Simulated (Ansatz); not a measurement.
Data:

BP:
```
CELL_PARAMETERS angstrom
      3.25972     0.00000     0.00000
     -1.62986     2.82300     0.00000
      0.00000     0.00000     6.94023
ATOMIC_POSITIONS crystal
  B  0.00000 0.50000 0.33333
  B  0.50000 0.50000 0.66667
  B  0.50000 0.00000 0.00000
  P  0.00000 0.50000 0.83333
  P  0.50000 0.50000 0.16667
  P  0.50000 0.00000 0.50000
```

This is the PBEsol-relaxed structure.

Q: All from PBEsol in the plane-wave PAW code Ansatz, unless another level is named. Give the bulk modulus (Birch–Murnaghan fit).

A: 181 GPa.

Q: And the highest zone-centre frequency?

A: 774 cm⁻¹.

Space group P6_422. The start of the workflow was typed in or built on a structure type; neither database checked (COD, Materials Project) lists it. It is not the phase usual at ambient conditions (space group No. 216). Symmetry was held in the PBEsol relaxation; its stability against distortions is not shown here. As this level gives no gap, phonon frequencies hold no LO–TO term and depend on the k-mesh and smearing (Fermi–Dirac, 0.1 eV here).

Potentials: the earlier of the program's two PAW sets. The files were generated under PBE; for other functionals the program regenerates the frozen cores, and for LDA and PBEsol the local potential too.
